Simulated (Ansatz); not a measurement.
Computed with DFT PBE, scalar-relativistic, plane waves, PAW (Ansatz 0.2.0). Settings: cutoff 420 eV, Γ-centred meshes spaced at most about 0.3 Å⁻¹, and about 0.25 Å⁻¹ or finer for metals (2π included), Gaussian smearing. No spin polarisation in the final relaxations.

All energies are static (0 K, no zero-point motion). All come from trial cells, and lower structures may exist.

Question: Order these relaxed structures of BiTe3 by energy, lowest first, with the energy over the lowest of them.
A.

```
Bi Te
1.0
     8.31938    0.00000    0.00000
    -4.15969    7.20479    0.00000
     0.00000    0.00000    4.38632
Bi Te
2 6
Direct
  0.66667 0.33333 0.25000
  0.33333 0.66667 0.75000
  0.33963 0.16981 0.75000
  0.83019 0.16981 0.75000
  0.83019 0.66037 0.75000
  0.66037 0.83019 0.25000
  0.16981 0.83019 0.25000
  0.16981 0.33963 0.25000
```

B.

```
Bi Te
1.0
     4.32900    0.00000    0.00000
     0.00000    4.32900    0.00000
     0.00000    0.00000    7.84199
Bi Te
1 3
Direct
  0.00000 0.00000 0.00000
  0.00000 0.50000 0.50000
  0.50000 0.00000 0.50000
  0.50000 0.50000 0.00000
```

C.

```
Bi Te
1.0
     5.67127    0.00000    0.00000
    -2.83563    4.91146    0.00000
     0.00000    0.00000    6.00412
Bi Te
1 3
Direct
  0.00000 0.00000 0.00000
  0.33333 0.66667 0.00000
  0.66667 0.33333 0.00000
  0.00000 0.00000 0.50000
```

D.

```
Bi Te
1.0
     4.89788    0.00000    0.00000
     0.00000    4.89788    0.00000
     0.00000    0.00000    4.89788
Bi Te
1 3
Direct
  0.00000 0.00000 0.00000
  0.00000 0.50000 0.50000
  0.50000 0.00000 0.50000
  0.50000 0.50000 0.00000
```

Answer: A (0 meV/atom), B (98 meV/atom), D (236 meV/atom), C (346 meV/atom). Forms: A P6_3/mmc; B P4/mmm; D Cu3Au (L1_2) type, Pm-3m; C anti-Li3N type, P6/mmm. Counting Te atoms around Bi (those within 1.25 times the shortest such distance or 1.15 times the sum of covalent radii, 1.27 where that leaves under three; a plus sign parts nearer from farther groups; the shortest distance is added where it exceeds 1.18 times the sum of covalent radii): A has Bi 6; B has Bi 4; D has Bi 12 from 3.5 Å; C has Bi 2+6. Even the lowest lies +0.08 eV/atom against the elements.

No dispersion correction is applied, so the spacing and binding between layers, chains or molecules are poorly described (P4/mmm), and this can change margins and order among such cells. These runs have no spin–orbit coupling, which can matter for Bi and Te. In P4/mmm, Pm-3m, P6/mmm an odd number of electrons in the primitive cell allows no gap without spin; a larger cell or a magnetic state could open one. A magnetic state wasn't ruled out in cells without spin, among them P4/mmm, Pm-3m, P6/mmm. Cells relaxed within their symmetry can be saddle points. Some types were kept out of the candidates beforehand, so the set may lack a known form.
